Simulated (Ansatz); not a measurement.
Input, command and steps of an Ansatz relaxation.

```yaml
crystal:
  lattice:
    - [-5.9685858, 3.9790572, 1.9895286]
    - [5.9685858, 3.9790572, -1.9895286]
    - [-1.9895286, -3.9790572, -5.9685858]
  atoms:
    - { symbol: Ti, position: [0.0505735602, 0.3470387498, 0.8952534808] }
    - { symbol: Ti, position: [0.1011931946, 0.7010321462, 0.8025872386] }
    - { symbol: Ti, position: [0.5524121293, 0.8509361386, 0.8994737818] }
    - { symbol: Ti, position: [0.1500407569, 0.0444545469, 0.6955127887] }
    - { symbol: Ti, position: [0.6474542828, 0.5525084674, 0.7044068669] }
    - { symbol: Ti, position: [0.7061951658, 0.904405071, 0.5997576981] }
    - { symbol: Ti, position: [0.2990132622, 0.0994291386, 0.3967495039] }
    - { symbol: Ti, position: [0.3438907504, 0.4401970316, 0.2923269271] }
    - { symbol: Ti, position: [0.0016564937, 0.9973769497, 0.0005359916] }
    - { symbol: Ti, position: [0.745915798, 0.2526258345, 0.4968416956] }
    - { symbol: Ti, position: [0.8524736748, 0.9493234525, 0.2985369917] }
    - { symbol: Ti, position: [0.444883712, 0.1489760657, 0.0966692161] }
    - { symbol: Ti, position: [0.4981235253, 0.505896998, 8.49975e-05] }
    - { symbol: Ti, position: [0.9554821282, 0.6480404044, 0.1009635479] }
    - { symbol: Fe, position: [0.2487845174, 0.7482966956, 0.5024867335], spin: 4.0 }
    - { symbol: Cu, position: [0.2006827258, 0.3981511465, 0.6012738031] }
    - { symbol: Cu, position: [0.6041322007, 0.2087037323, 0.8081895183] }
    - { symbol: Cu, position: [0.4006891954, 0.8073260509, 0.2047005785] }
    - { symbol: Cu, position: [0.7991819176, 0.5986614649, 0.3998797423] }
    - { symbol: Cu, position: [0.8982777527, 0.2990080642, 0.2006531538] }
  symmetry: { detect: false }
basis:
  ecutwfc: 420
kpoints:
  mp_grid: { grid: [2, 2, 2], shift: [0.5, 0.5, 0.5] }
hamiltonian:
  xc: pbe
scf:
  occupations: { method: gaussian, width: 0.1 }
  lower_state_search: "off"
output:
  forces: true
  stress: true
  eigenvalues: true
  populations: true
magnetization:
  spin_polarized: true
relax:
  adjacent_minimum: "off"
  f_tol: 0.04
  max_steps: 50
  cell: { stress_tol: 0.3 }
```

```bash
ansatz run input.yaml --threads 4 --pin off --max-ram 9216MiB --backend cpu --events-out ev --progress --plain --runs-dir out
```

Computed with DFT PBE, scalar-relativistic, plane waves, PAW (Ansatz).

Of 9 frames 8 are shown, positions in Å and forces in eV/Å; the SCF threshold varies from step to step. Steps run on the plane waves of an earlier cell, with a Pulay correction in the pressure. The basis is chosen afresh for the last frame, the zero of the energies, and at times for earlier ones too; energy and pressure can step there, also at an unchanged geometry. Where two frames share a geometry here, they differ by under 2 meV/atom and 0.3 GPa.

```xyz
20
Lattice="-5.9686 3.9791 1.9895 5.9686 3.9791 -1.9895 -1.9895 -3.9791 -5.9686" Properties=species:S:1:pos:R:3:forces:R:3 pbc="T T T" step=1 free_energy_over_end_meV_per_atom=51.76 pressure_GPa=-1.22
Ti   -0.0117   -1.9801   -5.9332    0.3265   -0.2124    0.3535
Ti    1.9834   -0.0014   -5.9837   -0.0216    0.3010    0.1717
Ti   -0.0078    2.0049   -5.9625    1.0176    0.1018    0.1398
Ti   -2.0139   -1.9936   -3.9412   -0.2513    0.0531    0.4529
Ti   -1.9681    1.9718   -4.0154   -0.2100    0.1960    0.4018
Ti   -0.0102    4.0222   -3.9741    0.3656   -0.6358    0.4457
Ti   -1.9806    0.0067   -1.9710   -0.7874   -0.3186    0.1461
Ti   -0.0068    1.9567   -1.9364    0.4306    0.0788   -1.0682
Ti    5.9420    3.9731   -1.9842    0.1783    0.0126   -0.1093
Ti   -3.9327    1.9963   -1.9840   -0.1673    0.3291   -0.1578
Ti   -0.0159    5.9816   -1.9745    0.0451    0.1431   -0.2497
Ti   -1.9585    1.9784    0.0117   -0.3690    0.2778   -0.1956
Ti    0.0462    3.9947   -0.0160    0.1741    0.0063   -0.1098
Ti   -2.0359    5.9788    0.0091   -0.5574   -0.5509   -0.6003
Fe    1.9817    1.9680   -3.9929   -0.0740    0.0190   -0.0004
Cu   -0.0176   -0.0097   -3.9816    0.2660    0.2009    0.2106
Cu   -3.9681    0.0185   -4.0370   -0.1752   -0.0974    0.2159
Cu    2.0198    3.9922   -2.0308   -0.2276   -0.1569    0.0821
Cu   -1.9924    3.9710   -1.9878   -0.1301    0.2304    0.1102
Cu   -3.9760    3.9657   -0.0054    0.1672    0.0219   -0.2391
20
Lattice="-5.8719 4.0059 1.9705 5.8767 4.0169 -1.9783 -1.9480 -4.0067 -5.8821" Properties=species:S:1:pos:R:3:forces:R:3 pbc="T T T" step=2 free_energy_over_end_meV_per_atom=17.70 pressure_GPa=0.08
Ti    0.0416   -2.0524   -5.7625   -0.1352   -0.0497   -0.0217
Ti    1.9601    0.0517   -5.9207   -0.1649   -0.2536   -0.1313
Ti    0.1723    2.0566   -5.8567    0.0374    0.1933    0.4095
Ti   -2.0032   -2.0046   -3.8201   -0.1903   -0.1099    0.0147
Ti   -1.9829    2.0268   -3.9259   -0.2512    0.1261   -0.2589
Ti    0.0585    3.9392   -3.8222    0.0505    0.3788   -0.1663
Ti   -2.0975   -0.0266   -1.9147   -0.1910    0.0144   -0.0474
Ti    0.0619    1.9629   -2.0824    0.3172   -0.2404    0.2404
Ti    5.8770    4.0158   -2.0110    0.0461   -0.0717   -0.0855
Ti   -3.9184    2.0786   -1.9683    0.0226    0.2090    0.1560
Ti    0.0110    6.0718   -1.9778   -0.0112    0.0301    0.2105
Ti   -1.9465    2.0465   -0.0670    0.3268   -0.0246   -0.2064
Ti    0.1060    4.0350   -0.0343    0.0444   -0.1081    0.0293
Ti   -2.0908    5.9322   -0.0757   -0.0727    0.0652   -0.1481
Fe    1.9489    1.9776   -3.9405    0.0977   -0.0262   -0.0245
Cu    0.0037    0.0399   -3.8900    0.0538    0.0313    0.0252
Cu   -3.9115    0.0080   -3.9432   -0.0740   -0.0393   -0.0640
Cu    1.9530    4.0082   -1.9664    0.0637   -0.0808    0.1174
Cu   -1.9597    4.0413   -1.9586   -0.0634   -0.0108    0.0438
Cu   -3.8803    3.9909   -0.0377    0.0937   -0.0330   -0.0927
20
Lattice="-5.7981 4.0659 1.9973 5.8123 4.0753 -1.9733 -1.9051 -4.0922 -5.8564" Properties=species:S:1:pos:R:3:forces:R:3 pbc="T T T" step=3 free_energy_over_end_meV_per_atom=6.98 pressure_GPa=0.41
Ti    0.0384   -2.1329   -5.7162   -0.0068   -0.0769    0.0622
Ti    1.9046   -0.0065   -5.9350   -0.0144   -0.0431   -0.0879
Ti    0.2559    2.1065   -5.7363   -0.0444   -0.0205    0.1901
Ti   -2.0189   -2.0908   -3.7696   -0.1286    0.0185    0.0550
Ti   -1.9887    2.0816   -3.9236   -0.0242   -0.0218   -0.0011
Ti    0.0980    4.0192   -3.7559   -0.1434    0.2304   -0.2198
Ti   -2.1335   -0.0327   -1.9207    0.0467    0.0987   -0.1192
Ti    0.1502    1.9595   -2.0967    0.1241   -0.0244    0.1032
Ti    5.8234    4.0577   -2.0379    0.1228   -0.0840   -0.0612
Ti   -3.8734    2.1583   -1.9087    0.0394    0.0920    0.0950
Ti    0.0242    6.1644   -1.8978   -0.0026   -0.0626    0.0469
Ti   -1.8554    2.0672   -0.0991    0.1004   -0.0980   -0.0192
Ti    0.1368    4.0797   -0.0012   -0.0750    0.0478    0.1420
Ti   -2.0970    6.0040   -0.0958   -0.0806    0.0792   -0.0616
Fe    1.9570    1.9873   -3.9162    0.0656   -0.0119   -0.0383
Cu    0.0236    0.0413   -3.8441   -0.0768   -0.1065   -0.0092
Cu   -3.8598   -0.0108   -3.9171   -0.0347    0.0685   -0.1406
Cu    1.9449    4.0481   -1.9137    0.0955    0.0652   -0.0046
Cu   -1.9234    4.0878   -1.9246    0.0057   -0.0937   -0.0030
Cu   -3.7909    4.0255   -0.0274    0.0314   -0.0570    0.0712
20
Lattice="-5.6720 4.1519 2.0087 5.6975 4.1629 -1.9543 -1.8768 -4.2046 -5.8789" Properties=species:S:1:pos:R:3:forces:R:3 pbc="T T T" step=4 free_energy_over_end_meV_per_atom=3.72 pressure_GPa=0.64
Ti    0.0095   -2.2137   -5.6895    0.0642    0.0366    0.0293
Ti    1.8319   -0.0714   -5.9886    0.0845    0.1532   -0.0063
Ti    0.3018    2.1371   -5.6364   -0.1914   -0.1951   -0.2824
Ti   -2.0653   -2.1745   -3.7290    0.1046    0.0732   -0.1624
Ti   -1.9764    2.1374   -3.9362   -0.0323   -0.0888    0.0751
Ti    0.0765    4.1534   -3.7632   -0.1033   -0.0965   -0.0442
Ti   -2.1100   -0.0038   -1.9836    0.1357   -0.0175    0.0621
Ti    0.2428    2.0024   -2.1274   -0.0900    0.1200    0.1697
Ti    5.7572    4.0987   -2.0722   -0.0002    0.0562    0.0193
Ti   -3.7924    2.2586   -1.8686   -0.0163   -0.1305   -0.0096
Ti    0.0242    6.2579   -1.8393    0.1081   -0.0960   -0.1736
Ti   -1.7509    2.0618   -0.1180    0.0291   -0.0034    0.0572
Ti    0.1310    4.1745    0.0775   -0.1034   -0.0001   -0.0084
Ti   -2.1127    6.1444   -0.1448    0.1421    0.0091    0.2128
Fe    1.9329    2.0074   -3.9162   -0.0495    0.0220    0.0383
Cu    0.0067    0.0088   -3.8115   -0.0780   -0.0329    0.0077
Cu   -3.8059   -0.0066   -3.9626   -0.0704    0.0915   -0.1079
Cu    1.9233    4.1615   -1.8981   -0.0626    0.0963   -0.0594
Cu   -1.8778    4.1336   -1.9084    0.0962   -0.0137    0.0281
Cu   -3.6836    4.0722   -0.0159    0.0330    0.0166    0.1544
20
Lattice="-5.5072 4.1359 2.0486 5.5304 4.1503 -2.0079 -1.8421 -4.1794 -6.0778" Properties=species:S:1:pos:R:3:forces:R:3 pbc="T T T" step=5 free_energy_over_end_meV_per_atom=2.01 pressure_GPa=0.33
Ti    0.0003   -2.1676   -5.8829   -0.0020   -0.0484    0.0119
Ti    1.8028   -0.0454   -6.2139   -0.1184   -0.0952   -0.0354
Ti    0.2544    2.0731   -5.8569    0.0924    0.0200   -0.0553
Ti   -2.0060   -2.1252   -3.8737    0.0209    0.0119   -0.1676
Ti   -1.9542    2.0972   -4.0451    0.0782    0.0209   -0.0866
Ti    0.0534    4.1155   -3.9430   -0.0096   -0.0434   -0.0864
Ti   -2.0732   -0.0192   -2.0378    0.0160   -0.0280    0.0614
Ti    0.2055    2.0257   -2.1557    0.0198   -0.0325    0.0917
Ti    5.6058    4.0408   -2.1419    0.0519    0.0751    0.0976
Ti   -3.6888    2.2834   -1.9534    0.0295    0.1245    0.0323
Ti    0.0489    6.2102   -1.9592   -0.0140    0.0946   -0.0166
Ti   -1.7039    2.0370   -0.1182    0.0664    0.0108    0.0942
Ti    0.0944    4.1741    0.0681   -0.0481   -0.1353    0.0707
Ti   -2.0401    6.1369   -0.1608   -0.0044    0.1341    0.0933
Fe    1.8447    1.9938   -4.0370    0.0199    0.1999    0.0376
Cu   -0.0216    0.0458   -3.9391    0.0083   -0.0870   -0.0050
Cu   -3.7354    0.0054   -4.1189   -0.0604    0.0318    0.0003
Cu    1.8359    4.1741   -1.9697    0.1035   -0.0102    0.0423
Cu   -1.8000    4.1596   -1.9750   -0.0603   -0.1403   -0.0779
Cu   -3.5383    4.0663    0.0087   -0.1897   -0.1032   -0.1025
20
Lattice="-5.5903 4.1554 2.0203 5.6080 4.1648 -1.9861 -1.8654 -4.1902 -5.9971" Properties=species:S:1:pos:R:3:forces:R:3 pbc="T T T" step=6 free_energy_over_end_meV_per_atom=0.25 pressure_GPa=-0.44
Ti    0.0068   -2.1785   -5.8013    0.0216    0.0243    0.0543
Ti    1.8189   -0.0528   -6.1225    0.0050    0.0342   -0.0104
Ti    0.2587    2.0959   -5.8052    0.0239   -0.0054    0.0148
Ti   -2.0301   -2.1348   -3.8442   -0.0430   -0.0063    0.0479
Ti   -1.9637    2.1176   -4.0116    0.0263   -0.0472    0.0029
Ti    0.0539    4.1345   -3.8954    0.0173   -0.0126    0.0724
Ti   -2.0890   -0.0145   -2.0068    0.0099   -0.0134   -0.0065
Ti    0.2152    2.0330   -2.1171    0.0071    0.0252   -0.0691
Ti    5.6886    4.0803   -2.0991   -0.0091   -0.0242   -0.0163
Ti   -3.7325    2.2850   -1.9259   -0.0372   -0.0236   -0.0010
Ti    0.0275    6.2503   -1.9326   -0.0248   -0.0456   -0.0251
Ti   -1.7281    2.0498   -0.1093    0.0040   -0.0065   -0.0509
Ti    0.0880    4.1687    0.0720    0.0078    0.0617   -0.0200
Ti   -2.0720    6.1739   -0.1414   -0.0171   -0.0272   -0.0356
Fe    1.8787    2.0291   -3.9882   -0.0294    0.0882    0.0198
Cu   -0.0119    0.0329   -3.8932   -0.0088   -0.0001    0.0134
Cu   -3.7991    0.0181   -4.0705    0.0216   -0.0199    0.0187
Cu    1.8720    4.1906   -1.9410   -0.0205   -0.0087   -0.0182
Cu   -1.8510    4.1606   -1.9689    0.0424    0.0082    0.0221
Cu   -3.6295    4.0830   -0.0166    0.0029   -0.0012   -0.0133
20
Lattice="-5.5698 4.1611 2.0205 5.5835 4.1633 -1.9836 -1.8565 -4.1933 -5.9968" Properties=species:S:1:pos:R:3:forces:R:3 pbc="T T T" step=7 free_energy_over_end_meV_per_atom=0.08 pressure_GPa=0.07
Ti   -0.0157   -2.1739   -5.7789    0.0377    0.0149   -0.0170
Ti    1.8164   -0.0625   -6.1239   -0.0274    0.0114   -0.0041
Ti    0.2690    2.0924   -5.8203   -0.0065    0.0006    0.0102
Ti   -2.0522   -2.1311   -3.8379    0.0280    0.0304   -0.0173
Ti   -1.9423    2.1097   -4.0013   -0.0210   -0.0232   -0.0397
Ti    0.0434    4.1304   -3.8866   -0.0312    0.0306   -0.0160
Ti   -2.0692   -0.0195   -2.0044    0.0118    0.0166   -0.0085
Ti    0.2348    2.0352   -2.1177    0.0056    0.0191    0.0182
Ti    5.6665    4.0514   -2.1020    0.0148    0.0239    0.0274
Ti   -3.7212    2.2688   -1.9270    0.0112    0.0418    0.0077
Ti    0.0086    6.2461   -1.9453    0.0192   -0.0236    0.0192
Ti   -1.6995    2.0498   -0.1294   -0.0321   -0.0097    0.0438
Ti    0.0862    4.1874    0.0711    0.0055   -0.0079    0.0151
Ti   -2.0760    6.1728   -0.1269   -0.0032   -0.0085   -0.0156
Fe    1.8659    2.0683   -3.9814   -0.0305   -0.0468   -0.0054
Cu   -0.0063    0.0355   -3.8921    0.0248   -0.0095    0.0023
Cu   -3.7896    0.0315   -4.0609    0.0039   -0.0231   -0.0062
Cu    1.8655    4.1968   -1.9466   -0.0131    0.0004    0.0147
Cu   -1.8501    4.1700   -1.9600    0.0023   -0.0307   -0.0104
Cu   -3.6152    4.0738   -0.0163    0.0002   -0.0065   -0.0185
20
Lattice="-5.5754 4.1603 2.0238 5.5886 4.1611 -1.9856 -1.8541 -4.1927 -5.9937" Properties=species:S:1:pos:R:3:forces:R:3 pbc="T T T" step=9 free_energy_over_end_meV_per_atom=0.00 pressure_GPa=0.07
Ti    0.0024   -2.1735   -5.7854    0.0068   -0.0072    0.0077
Ti    1.8191   -0.0577   -6.1230    0.0032   -0.0061   -0.0043
Ti    0.2655    2.0917   -5.8079    0.0030   -0.0073    0.0006
Ti   -2.0381   -2.1285   -3.8347   -0.0012    0.0044    0.0021
Ti   -1.9523    2.1063   -4.0082    0.0059    0.0031    0.0098
Ti    0.0435    4.1343   -3.8854    0.0002   -0.0113   -0.0055
Ti   -2.0706   -0.0150   -2.0030    0.0044   -0.0047   -0.0035
Ti    0.2268    2.0373   -2.1171   -0.0007    0.0050   -0.0026
Ti    5.6728    4.0620   -2.1019    0.0008    0.0053   -0.0057
Ti   -3.7207    2.2773   -1.9214    0.0032   -0.0036   -0.0011
Ti    0.0184    6.2411   -1.9339   -0.0009   -0.0010    0.0005
Ti   -1.7109    2.0492   -0.1168   -0.0051   -0.0011   -0.0037
Ti    0.0878    4.1794    0.0739   -0.0049    0.0063    0.0004
Ti   -2.0767    6.1695   -0.1355    0.0005   -0.0014   -0.0049
Fe    1.8659    2.0537   -3.9823   -0.0105    0.0007    0.0058
Cu   -0.0040    0.0315   -3.8872    0.0051    0.0068    0.0034
Cu   -3.7877    0.0208   -4.0597   -0.0059    0.0025    0.0058
Cu    1.8647    4.1912   -1.9442    0.0009   -0.0014   -0.0040
Cu   -1.8457    4.1611   -1.9601   -0.0013    0.0015   -0.0030
Cu   -3.6193    4.0758   -0.0158   -0.0033    0.0094    0.0023
```

Time: 4.7 min on 4 threads of Intel(R) Xeon(R) Platinum 8488C (Sapphire Rapids), with other jobs on the host, peak memory 1.5 GiB.

The k mesh is coarse. Only parallel moments were tried here.